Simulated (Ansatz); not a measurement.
Rigid (110) slab of Eu, space group Im-3m (No. 229):

```xyz
3
Lattice="3.7975 0.0000 0.0000 -1.2658 3.5804 0.0000 0.0000 0.0000 23.2014" Properties=species:S:1:pos:R:3 pbc="T T T"
Eu    1.2658    1.7902    8.5000
Eu    0.0000    0.0000   11.5299
Eu    1.2658    1.7902   14.5616
```

Computed with DFT PBE, scalar-relativistic, plane waves, PAW (Ansatz). Plane waves to 420 eV, a k mesh through Γ of 8×8×1 on the computed 4-atom cell and Gaussian smearing (0.10 eV); collinear spin with starting moments 7.8 7.7 7.8 1.0 μB. The cell repeats along c with a dipole correction in the vacuum.

An adatom of H is held over the places (i/4, j/4) of the 1×1 surface cell, counted from the highest atom (Eu), and only its height relaxes; one adatom per 13.6 Å².

Q: Among these places, where is the adatom most and least stable, and how far apart in energy?

A: Lowest at (i, j) = (2, 2); highest at (0, 0), 1.37 eV above. All energies in eV:

```
i   j=0   j=1   j=2   j=3
0  1.37  1.01  0.15  1.01
1  1.01  0.95  0.15  0.40
2  0.15  0.15  0.00  0.15
3  1.01  0.40  0.15  0.95
```

Heights over the highest slab atom in Å:

```csv
i,j=0,j=1,j=2,j=3
0,2.05,1.81,1.19,1.81
1,1.81,1.73,1.10,1.37
2,1.19,1.10,0.87,1.10
3,1.81,1.37,1.10,1.73
```

The slab is thin and held rigid, with forces of up to 1.2 eV/Å left on its atoms, so relaxing it could reorder the places.

The state reached may not be the lowest one. Spin-orbit coupling is left out, which matters for the bands of heavy elements. Without a Hubbard U the f levels lie too near the Fermi level, so gaps, band edges and the localisation of f electrons are unreliable.
